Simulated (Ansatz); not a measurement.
Is this Ni result the lowest state?

System: Ni, an experimental structure (space group Fm-3m, primitive cell doubled); the cell holds 2 atoms. Source: COD entry 9012967, which need not be the ambient phase.

Computed with Ansatz, DFT, r2SCAN, PAW, plane waves, scalar-relativistic.

```yaml
crystal:
  lattice:
    - [0.0, 3.5171, 3.5171]
    - [1.75855, 0.0, 1.75855]
    - [1.75855, 1.75855, 0.0]
  atoms:
    - { symbol: Ni, position: [0.0, 0.0, 0.0], spin: 2.0 }
    - { symbol: Ni, position: [0.5, 0.0, 0.0], spin: -2.0 }
magnetization:
  spin_polarized: true
hamiltonian:
  xc: r2scan
  pseudopotentials: { kind: paw }
basis:
  ecutwfc: 500
kpoints:
  mp_grid: { grid: [7, 14, 14] }
scf:
  occupations: { method: fermi_dirac, width: 0.1 }
  lower_state_search: "off"
output:
  forces: true
  stress: true
```

Wall time and machine: 9.7 s on 2 threads of x86-64 server CPU (shared host), peak memory 0.54 GiB.

The end of the output:

```
SCF converged after 16 iterations
Magnetization: 0.0000 μB (18.0000 up, 18.0000 down)
Absolute magnetization: 1.0571 μB (∫|ρ↑−ρ↓|, with the PAW one-centre terms)
Spin contamination: 0.4070 ħ² per cell (⟨S²⟩ above its minimum at these occupations)
Per-site moments (μB) at R_I (Å): [(0.5061, 1.0258), (-0.5061, 1.0258)]
Free energy (F): -11690.431539 eV
Harris-Foulkes:  -11690.431539 eV  (|F-HF|=9.04e-9)
Internal energy: -11690.321295 eV  (E = F + TS)
E sigma→0 (E₀):  -11690.376417 eV
Entropy (-TS):   -0.110245 eV (-55.122 meV/atom)
Fermi energy:    17.848985 eV
--- Forces (eV/Å), atoms counted from 1 ---
  atom   1  Ni    -0.00000000    -0.00000000     0.00000000
  atom   2  Ni     0.00000000    -0.00000000    -0.00000000
--- Stress (GPa, compression-positive) ---
       -7.401678      -0.917446      -0.917446
       -0.917446      -7.401678       0.917446
       -0.917446       0.917446      -7.401678
  P = ⅓ Tr σ = -7.4017 GPa (-74.017 kbar)
```

r2SCAN tends to overstate moments and magnetic energies in itinerant metals.

Site moments are taken inside atomic spheres and don't add up to the total.

Task: The run converged. Is this the lowest state of the cell, and if not, what lies lower and how is it reached?

Result: No. A state 87.6 meV/atom (0.175 eV per cell) lower exists in this cell: ferromagnetic, site moments Ni1 0.82, Ni2 0.82 μB, total 1.51 μB per cell, no gap on the k-mesh. It was reached from: parallel moments, default search for lower states [Ni1 2.00, Ni2 2.00 μB]; a moment on one site alone, plain SCF [Ni1 2.00 μB]. The wrong state matters: the pressure is -6.4 GPa there against -7.4 GPa here. This multiple of the primitive cell fits some opposed orders; other multiples fit others. “Lowest” means lowest among the runs made in this cell.
